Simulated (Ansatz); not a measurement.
In r²SCAN in the plane-wave PAW code Ansatz, Li₂Nb₄NiO₁₂ in the triclinic phase (P1; Pearson symbol aP19) relaxes to a = 5.143 Å, b = 5.524 Å, c = 8.918 Å, α = 105.8°, β = 90.1°, γ = 117.7°. Against the elements it lies at -2.63 eV/atom, with no fitted shifts.

It is gapped at this level: 2.62 eV (indirect). Electrons at the band edge weigh 1.2, 2.4, 2.8 mₑ (principal values). The hole mass is 2.8, 5.1, 10 mₑ (principal values). The magnetic state found is ferromagnetic. The net moment is 0.11 μB per atom.

Bader charges are Li +0.91, Nb +2.85 to +2.91, Ni +1.32, O -1.27 to -1.15 e.

The start of the workflow was typed in or built on a structure type; neither database checked (COD, Materials Project) lists it. Whether it is the stable phase at ambient conditions was not checked. The cell was relaxed with r²SCAN; whether a distortion lowers the energy is not shown. Magnetic state: ferromagnetic, the only order run, not a proven ground state. Other orbital occupations within this spin state were not tried. No Hubbard U is applied. The references are the lowest solids computed at this level, not always the standard phases (solids in place of the gases). Scalar-relativistic: spin–orbit coupling is off unless named, which matters more the heavier the elements.

Potentials: the later of the program's two PAW sets.
